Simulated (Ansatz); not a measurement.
Property card for Zn₄Se₃S

Theory: DFT PBE, scalar-relativistic, plane waves, PAW (Ansatz).

Settings: cutoff 420 eV, Γ-centred mesh 8×4×6 on the computed 8-atom cell, Gaussian smearing of 0.02 eV; no spin polarisation.

The structure is relaxed at this level of theory with its symmetry kept, and needn't be the ground state of this composition.

Space group Pmm2 (No. 25), orthorhombic, a = 4.002 Å, b = 8.009 Å, c = 5.657 Å. Zn on a site of symmetry m is surrounded by 1 S at 2.37 Å and 3 Se at 2.47–2.49 Å; Zn on a site of symmetry mm2 has 2 S at 2.39 Å and 2 Se at 2.48 Å; Zn on a second site of symmetry mm2 has 4 Se at 2.47 Å; Se on a site of symmetry m has 4 Zn at 2.47–2.48 Å; Se on a site of symmetry mm2 has 4 Zn at 2.47–2.49 Å; S has 4 Zn at 2.37–2.39 Å.

- Volume per atom: 22.66 Å³
- Formation energy from the elements' standard states (uncorrected): -0.735 eV/atom
- Kohn–Sham band gap: 1.28 eV, direct at Γ
- Orbital (Löwdin) character of the top 1 eV of the valence band: Se 4p 78 %, S 3p 12 %
- Orbital (Löwdin) character of the lowest 1 eV of the conduction band: Zn 4s 57 %, Se 4s 15 %, Se 4p 14 %
- Electron masses at the edge by direction of the standard setting (m_e; one valley, along these axes only; no spin-orbit coupling): x: 0.11; y: 0.11; z: 0.11
- Hole masses at the edge by direction of the standard setting (m_e; one valley, along these axes only; no spin-orbit coupling): x: 0.098; y: 5.3; z: 0.69
- Bader charge by site (e): Zn (2 in the cell) 0.78, Zn (1 in the cell) 0.82, Zn (1 in the cell) 0.74, Se (2 in the cell) -0.75, Se (1 in the cell) -0.75, S (1 in the cell) -0.88

The cell was found from a structure generator's guess, not taken from experiment. Kohn–Sham gaps at this level usually fall short of measured ones. Löwdin shares on free-atom orbitals overweight diffuse shells in the empty bands.
